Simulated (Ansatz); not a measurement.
Relaxed-ion elastic tensor of B₂CO (chalcopyrite, I-42d) in GPa (Voigt order), r²SCAN in the plane-wave PAW code Ansatz; density 3.21 g/cm³, 6.41 Å³ per atom.

```tsv
	1	2	3	4	5	6
1	590	164	129	0.0	0.0	0.0
2	164	590	129	0.0	0.0	0.0
3	129	129	640	0.0	0.0	0.0
4	0.0	0.0	0.0	241	0.0	0.0
5	0.0	0.0	0.0	0.0	241	0.0
6	0.0	0.0	0.0	0.0	0.0	180
```

### Question
Is the crystal mechanically stable?

### Answer
Yes: the smallest eigenvalue of C is 180 GPa.

### Question
Work out the Voigt, Reuss and Hill averages.

### Answer
K_V = 296, K_R = 296, K_H = 296; G_V = 226, G_R = 222, G_H = 224 GPa.

### Question
Give Young's modulus, Poisson's ratio, Pugh's ratio and the universal anisotropy index.

### Answer
E = 9KG/(3K + G) = 537 GPa; ν = 0.20; K/G = 1.32 (brittle by the Pugh limit of 1.75); A_U = 5G_V/G_R + K_V/K_R − 6 = 0.08.

### Question
Estimate the sound speeds and the Debye temperature.

### Answer
v_l = √((K + 4G/3)/ρ) = 13600 m/s, v_t = √(G/ρ) = 8350 m/s, mean 9220 m/s; Θ = (h/k)(3n/4πV)^(1/3) v_m = 1480 K.

### Question
Solve the Christoffel equation for the three sound speeds along x, y, z.

### Answer
Eigenvalues of C_ijkl n_j n_l equal ρv² (piezoelectric stiffening left out). In km/s, slowest first: x 7.48, 8.67, 13.55; y 7.48, 8.67, 13.55; z 8.67, 8.67, 14.11.

### Question
How much does each axis shrink under pressure?

### Answer
Linear compressibilities β_i = Σ_j S_ij (j = 1 to 3): x 1.1, y 1.1, z 1.1 per TPa.

The start of the workflow was typed in or built on a structure type; neither database checked (COD, Materials Project) lists it. Whether it is the stable phase at ambient conditions was not checked. The cell was relaxed with r²SCAN under the symmetry of its start; its stability against distortions is not shown here.

Potentials: the earlier of the program's two PAW sets. The files were generated under PBE; for other functionals the program regenerates the frozen cores, and for LDA and PBEsol the local potential too.
